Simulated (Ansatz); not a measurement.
This cell of Tl (hcp, Mg type) is off equilibrium:

```
Tl
1.0
    3.60828     0.00000     0.00000
   -1.80414     3.12487     0.00000
    0.00000     0.00000     5.57421
Tl
2
Direct
  0.31093   0.62186   0.75000
  0.68907   0.37814   0.25000
```

These are PBE (plane waves to 420 eV, PAW, scalar-relativistic; Ansatz, a quantum-chemistry and plane-wave program) values and carry that method's errors. k mesh 15×15×9 (Γ-centred), Fermi-Dirac smearing 0.05 eV. Compression counts positive. With partly filled bands, energies and forces of such displacements shift with the k mesh and the smearing. Spin-orbit coupling is left out, though Tl is heavy. The relaxed volume of Tl is well above the measured one; the method has no dispersion term. Tl was relaxed with its symmetry unable to fall.

**Question.** Predict the force on every atom, in eV/Å.

**Answer.** 
| atom | Fx | Fy | Fz |
|---|---|---|---|
| Tl1 | 0.000 | 0.066 | 0.000 |
| Tl2 | 0.000 | -0.066 | 0.000 |

(A displaced cell: forces are minus the slopes of the energy, force constants its curvatures, and phonons follow from these.)
